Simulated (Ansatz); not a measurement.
TaAl (L1₀ or tetragonal B2), relaxed with PBE (Ansatz, an electronic-structure program, plane waves, PAW): a = 2.835 Å, b = 2.835 Å, c = 4.185 Å, α = 90.00°, β = 90.00°, γ = 90.00°.

| Property | Value |
|---|---|
| ΔH_f (eV/atom) | -0.22 |
| B₀ by P(V) fit (GPa) | 156 |

Task: The same phase is relaxed and computed with PBEsol in the same code. What are the cell and these values now?

Result: a = b = 2.807 Å, c = 4.155 Å, α = β = γ = 90.00°.

- ΔH_f (eV/atom): -0.22
- B₀ by P(V) fit (GPa): 165

Typed or built starts, not in the databases checked: TaAl, L1₀ or tetragonal B2. Unstable at this level: TaAl, L1₀ or tetragonal B2 with PBEsol. All cells were relaxed under the symmetry of their starts (and spin orders); stability against distortions was not tested throughout. Rows with no word on spin ran without spin polarisation. Scalar-relativistic: spin–orbit coupling is off unless named, which matters more the heavier the elements.

Potentials: the later of the program's two PAW sets.

Ansatz is a plane-wave DFT program.

Formation energies count from the lowest solids of the elements computed at the same level, not from gases.
